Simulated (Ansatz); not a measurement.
## Al$_{2}$Ge$_{2}$Os: relaxation (Ansatz)

The input file (Ansatz 0.2.0, plane waves):

```yaml
crystal:
  lattice:
    - [2.029097, 3.514499, 0.0]
    - [-2.029097, 3.514499, 0.0]
    - [0.0, 0.0, 6.86465]
  atoms:
    - { symbol: Os, position: [0.0, 0.0, 0.0] }
    - { symbol: Ge, position: [0.33333, 0.33334, 0.2585] }
    - { symbol: Ge, position: [0.66667, 0.66666, 0.7415] }
    - { symbol: Al, position: [0.33333, 0.33334, 0.6323] }
    - { symbol: Al, position: [0.66667, 0.66666, 0.3677] }
  symmetry: { tolerance: 0.0003 }
kpoints:
  mp_grid: { grid: [8, 8, 5], shift: [0, 0, 0] }
magnetization:
  spin_polarized: false
scf:
  occupations: { method: fermi_dirac }
  lower_state_search: "off"
hamiltonian:
  pseudopotentials: { kind: paw }
  xc: pbesol
basis:
  ecutwfc: 420
  fft_grid_basis: typed
relax:
  max_steps: 80
  cell: { p_target: 0.0 }
  f_tol: 0.03
output:
  forces: true
  stress: true
  eigenvalues: true
  bader: true
  populations: true
  elf: true
  write_potential: true
  volumetric_format: npy
  dos:
    e_range: [-12, 8]
    de: 0.05
    projected: { site_lists: { Al: [Al], Ge: [Ge], Os: [Os] } }
checkpoint:
  read: saved_state
```

The command:

```bash
ansatz run input.yaml --threads 2 --pin off --max-ram 3584MiB --backend cpu --events-out ev --progress --plain --runs-dir out
```

Origin of the cell: a known structure type with other elements, at an estimated volume, so it need not be a known compound.

The smearing width isn't typed, so it takes its default of 0.1 eV.

The saved state is a converged single point of the same cell.

Steps («new basis» is an SCF on plane waves selected anew at the same cell):

```json
{"step": "1", "ΔF (meV/atom)": "0.0", "max force component (eV/Å)": "2.715", "P (GPa)": "-7.84", "volume (Å³)": "97.91", "SCF iterations": "7", "step was": "accepted"}
{"step": "2", "ΔF (meV/atom)": "-287.0", "max force component (eV/Å)": "2.217", "P (GPa)": "-5.81", "volume (Å³)": "91.02", "SCF iterations": "8", "step was": "accepted"}
{"step": "3", "ΔF (meV/atom)": "-479.8", "max force component (eV/Å)": "1.171", "P (GPa)": "-1.92", "volume (Å³)": "86.00", "SCF iterations": "8", "step was": "accepted"}
{"step": "4", "ΔF (meV/atom)": "-579.0", "max force component (eV/Å)": "0.307", "P (GPa)": "0.10", "volume (Å³)": "83.69", "SCF iterations": "7", "step was": "accepted"}
{"step": "5", "ΔF (meV/atom)": "-648.7", "max force component (eV/Å)": "0.309", "P (GPa)": "-0.01", "volume (Å³)": "82.37", "SCF iterations": "7", "step was": "accepted"}
{"step": "6", "ΔF (meV/atom)": "-666.5", "max force component (eV/Å)": "0.556", "P (GPa)": "3.41", "volume (Å³)": "79.61", "SCF iterations": "7", "step was": "accepted"}
{"step": "7", "ΔF (meV/atom)": "-678.8", "max force component (eV/Å)": "0.334", "P (GPa)": "2.14", "volume (Å³)": "80.20", "SCF iterations": "6", "step was": "accepted"}
{"step": "8", "ΔF (meV/atom)": "-684.6", "max force component (eV/Å)": "0.248", "P (GPa)": "-0.48", "volume (Å³)": "81.38", "SCF iterations": "7", "step was": "accepted"}
{"step": "9", "ΔF (meV/atom)": "-686.6", "max force component (eV/Å)": "0.039", "P (GPa)": "-0.28", "volume (Å³)": "81.43", "SCF iterations": "6", "step was": "accepted"}
{"step": "10", "ΔF (meV/atom)": "-687.2", "max force component (eV/Å)": "0.027", "P (GPa)": "0.02", "volume (Å³)": "81.26", "SCF iterations": "6", "step was": "accepted"}
{"step": "11", "ΔF (meV/atom)": "-687.5", "max force component (eV/Å)": "0.012", "P (GPa)": "-0.09", "volume (Å³)": "81.38", "SCF iterations": "7", "step was": "accepted"}
{"step": "12", "ΔF (meV/atom)": "-688.6", "max force component (eV/Å)": "0.038", "P (GPa)": "-0.01", "volume (Å³)": "81.39", "SCF iterations": "8", "step was": "accepted"}
{"step": "13", "ΔF (meV/atom)": "-696.8", "max force component (eV/Å)": "0.143", "P (GPa)": "-0.29", "volume (Å³)": "81.52", "SCF iterations": "7", "step was": "accepted"}
{"step": "14", "ΔF (meV/atom)": "-715.0", "max force component (eV/Å)": "0.242", "P (GPa)": "-0.54", "volume (Å³)": "81.40", "SCF iterations": "7", "step was": "accepted"}
{"step": "15", "ΔF (meV/atom)": "-732.4", "max force component (eV/Å)": "0.187", "P (GPa)": "-0.46", "volume (Å³)": "81.16", "SCF iterations": "7", "step was": "accepted"}
{"step": "16", "ΔF (meV/atom)": "-715.6", "max force component (eV/Å)": "0.403", "P (GPa)": "3.09", "volume (Å³)": "80.66", "SCF iterations": "7", "step was": "rejected"}
{"step": "17", "ΔF (meV/atom)": "-740.3", "max force component (eV/Å)": "0.100", "P (GPa)": "0.54", "volume (Å³)": "81.35", "SCF iterations": "10", "step was": "accepted"}
{"step": "18", "ΔF (meV/atom)": "-740.0", "max force component (eV/Å)": "0.142", "P (GPa)": "-0.64", "volume (Å³)": "81.97", "SCF iterations": "6", "step was": "rejected"}
{"step": "19", "ΔF (meV/atom)": "-740.6", "max force component (eV/Å)": "0.002", "P (GPa)": "0.01", "volume (Å³)": "81.58", "SCF iterations": "9", "step was": "accepted"}
{"step": "20", "ΔF (meV/atom)": "-740.4", "max force component (eV/Å)": "0.002", "P (GPa)": "0.02", "volume (Å³)": "81.58", "SCF iterations": "8", "step was": "new basis"}
```

Step 1, with forces in eV/Å:

```xyz
5
Lattice="2.029 3.514 0.000 -2.029 3.514 0.000 0.000 0.000 6.865" Properties=species:S:1:pos:R:3:forces:R:3 pbc="T T T" step=1
Os    0.000    0.000    0.000    0.000    0.000    0.000
Ge    0.000    2.343    1.775    0.000    0.000   -2.715
Ge    0.000    4.686    5.090    0.000    0.000    2.715
Al    0.000    2.343    4.341    0.000    0.000    0.526
Al    0.000    4.686    2.524    0.000    0.000   -0.526
```

Step 2, with forces in eV/Å:

```xyz
5
Lattice="2.006 3.474 0.000 -2.006 3.474 0.000 0.000 0.000 6.530" Properties=species:S:1:pos:R:3:forces:R:3 pbc="T T T" step=2
Os    0.000    0.000    0.000    0.000    0.000    0.000
Ge    0.000    2.316    1.505    0.000    0.000   -2.217
Ge    0.000    4.633    5.025    0.000    0.000    2.217
Al    0.000    2.316    4.166    0.000    0.000    0.298
Al    0.000    4.633    2.364    0.000    0.000   -0.298
```

Step 3, with forces in eV/Å:

```xyz
5
Lattice="2.002 3.467 0.000 -2.002 3.467 0.000 0.000 0.000 6.195" Properties=species:S:1:pos:R:3:forces:R:3 pbc="T T T" step=3
Os    0.000    0.000    0.000    0.000    0.000    0.000
Ge    0.000    2.312    1.266    0.000    0.000   -1.171
Ge    0.000    4.623    4.929    0.000    0.000    1.171
Al    0.000    2.312    3.980    0.000    0.000    0.251
Al    0.000    4.623    2.215    0.000    0.000   -0.251
```

Step 4, with forces in eV/Å:

```xyz
5
Lattice="2.030 3.517 0.000 -2.030 3.517 0.000 0.000 0.000 5.860" Properties=species:S:1:pos:R:3:forces:R:3 pbc="T T T" step=4
Os    0.000    0.000    0.000    0.000    0.000    0.000
Ge    0.000    2.345    1.100    0.000    0.000   -0.307
Ge    0.000    4.689    4.760    0.000    0.000    0.307
Al    0.000    2.345    3.810    0.000    0.000    0.301
Al    0.000    4.689    2.050    0.000    0.000   -0.301
```

Step 5, with forces in eV/Å:

```xyz
5
Lattice="2.076 3.595 0.000 -2.076 3.595 0.000 0.000 0.000 5.518" Properties=species:S:1:pos:R:3:forces:R:3 pbc="T T T" step=5
Os    0.000    0.000    0.000    0.000    0.000    0.000
Ge    0.000    2.397    1.002    0.000    0.000    0.113
Ge    0.000    4.794    4.516    0.000    0.000   -0.113
Al    0.000    2.397    3.646    0.000    0.000    0.309
Al    0.000    4.794    1.872    0.000    0.000   -0.309
```

Step 6, with forces in eV/Å:

```xyz
5
Lattice="2.105 3.647 0.000 -2.105 3.647 0.000 0.000 0.000 5.184" Properties=species:S:1:pos:R:3:forces:R:3 pbc="T T T" step=6
Os    0.000    0.000    0.000    0.000    0.000    0.000
Ge    0.000    2.431    0.950    0.000    0.000    0.556
Ge    0.000    4.862    4.235    0.000    0.000   -0.556
Al    0.000    2.431    3.508    0.000    0.000    0.018
Al    0.000    4.862    1.676    0.000    0.000   -0.018
```

Step 7, with forces in eV/Å:

```xyz
5
Lattice="2.106 3.648 0.000 -2.106 3.648 0.000 0.000 0.000 5.218" Properties=species:S:1:pos:R:3:forces:R:3 pbc="T T T" step=7
Os    0.000    0.000    0.000    0.000    0.000    0.000
Ge    0.000    2.432    1.016    0.000    0.000    0.334
Ge    0.000    4.864    4.202    0.000    0.000   -0.334
Al    0.000    2.432    3.583    0.000    0.000   -0.044
Al    0.000    4.864    1.636    0.000    0.000    0.044
```

Step 8, with forces in eV/Å:

```xyz
5
Lattice="2.127 3.684 0.000 -2.127 3.684 0.000 0.000 0.000 5.192" Properties=species:S:1:pos:R:3:forces:R:3 pbc="T T T" step=8
Os    0.000    0.000    0.000    0.000    0.000    0.000
Ge    0.000    2.456    1.091    0.000    0.000   -0.129
Ge    0.000    4.912    4.102    0.000    0.000    0.129
Al    0.000    2.456    3.616    0.000    0.000    0.248
Al    0.000    4.912    1.576    0.000    0.000   -0.248
```

Step 9, with forces in eV/Å:

```xyz
5
Lattice="2.126 3.682 0.000 -2.126 3.682 0.000 0.000 0.000 5.202" Properties=species:S:1:pos:R:3:forces:R:3 pbc="T T T" step=9
Os    0.000    0.000    0.000    0.000    0.000    0.000
Ge    0.000    2.455    1.111    0.000    0.000    0.021
Ge    0.000    4.909    4.090    0.000    0.000   -0.021
Al    0.000    2.455    3.663    0.000    0.000    0.039
Al    0.000    4.909    1.538    0.000    0.000   -0.039
```

Step 10, with forces in eV/Å:

```xyz
5
Lattice="2.127 3.683 0.000 -2.127 3.683 0.000 0.000 0.000 5.187" Properties=species:S:1:pos:R:3:forces:R:3 pbc="T T T" step=10
Os    0.000    0.000    0.000    0.000    0.000    0.000
Ge    0.000    2.456    1.139    0.000    0.000    0.000
Ge    0.000    4.911    4.048    0.000    0.000    0.000
Al    0.000    2.456    3.686    0.000    0.000    0.027
Al    0.000    4.911    1.501    0.000    0.000   -0.027
```

Step 12, with forces in eV/Å:

```xyz
5
Lattice="2.136 3.700 0.000 -2.136 3.700 0.000 0.000 0.000 5.150" Properties=species:S:1:pos:R:3:forces:R:3 pbc="T T T" step=12
Os    0.000    0.000    0.000    0.000    0.000    0.000
Ge    0.000    2.466    1.233    0.000    0.000    0.032
Ge    0.000    4.933    3.917    0.000    0.000   -0.032
Al    0.000    2.466    3.777    0.000    0.000    0.038
Al    0.000    4.933    1.372    0.000    0.000   -0.038
```

Step 13, with forces in eV/Å:

```xyz
5
Lattice="2.146 3.716 0.000 -2.146 3.716 0.000 0.000 0.000 5.112" Properties=species:S:1:pos:R:3:forces:R:3 pbc="T T T" step=13
Os    0.000    0.000    0.000    0.000    0.000    0.000
Ge    0.000    2.477    1.354    0.000    0.000    0.124
Ge    0.000    4.955    3.758    0.000    0.000   -0.124
Al    0.000    2.477    3.896    0.000    0.000    0.143
Al    0.000    4.955    1.216    0.000    0.000   -0.143
```

Step 14, with forces in eV/Å:

```xyz
5
Lattice="2.145 3.716 0.000 -2.145 3.716 0.000 0.000 0.000 5.105" Properties=species:S:1:pos:R:3:forces:R:3 pbc="T T T" step=14
Os    0.000    0.000    0.000    0.000    0.000    0.000
Ge    0.000    2.477    1.488    0.000    0.000    0.095
Ge    0.000    4.955    3.617    0.000    0.000   -0.095
Al    0.000    2.477    4.036    0.000    0.000    0.242
Al    0.000    4.955    1.069    0.000    0.000   -0.242
```

Step 15, with forces in eV/Å:

```xyz
5
Lattice="2.136 3.701 0.000 -2.136 3.701 0.000 0.000 0.000 5.133" Properties=species:S:1:pos:R:3:forces:R:3 pbc="T T T" step=15
Os    0.000    0.000    0.000    0.000    0.000    0.000
Ge    0.000    2.467    1.634    0.000    0.000   -0.124
Ge    0.000    4.934    3.498    0.000    0.000    0.124
Al    0.000    2.467    4.203    0.000    0.000    0.187
Al    0.000    4.934    0.929    0.000    0.000   -0.187
```

Step 17, with forces in eV/Å:

```xyz
5
Lattice="2.111 3.656 0.000 -2.111 3.656 0.000 0.000 0.000 5.270" Properties=species:S:1:pos:R:3:forces:R:3 pbc="T T T" step=17
Os    0.000    0.000    0.000    0.000    0.000    0.000
Ge    0.000    2.437    1.709    0.000    0.000    0.100
Ge    0.000    4.875    3.562    0.000    0.000   -0.100
Al    0.000    2.437    4.386    0.000    0.000   -0.071
Al    0.000    4.875    0.885    0.000    0.000    0.071
```

Step 20, with forces in eV/Å:

```xyz
5
Lattice="2.114 3.662 0.000 -2.114 3.662 0.000 0.000 0.000 5.269" Properties=species:S:1:pos:R:3:forces:R:3 pbc="T T T" step=20
Os    0.000    0.000    0.000    0.000    0.000    0.000
Ge    0.000    2.441    1.715    0.000    0.000    0.002
Ge    0.000    4.882    3.554    0.000    0.000   -0.002
Al    0.000    2.441    4.382    0.000    0.000   -0.001
Al    0.000    4.882    0.887    0.000    0.000    0.001
```

| Quantity | Value |
| --- | --- |
| Free energy lowered by | 740.4 meV/atom |
| Volume change | -16.68 % |
| Final pressure | 0.02 GPa |
| Relaxation steps listed | 20 |
| Gap on the mesh | none (metal) |

Caveats: no moments, though an odd count or open d shells may carry them; no spin-orbit coupling, though heavy elements are present; the relaxation held the start's symmetry, so the end may be a saddle point.

The run took 2 min on 2 threads of Arm Neoverse V1, on a shared host, peak memory 0.46 GiB, from a saved density.
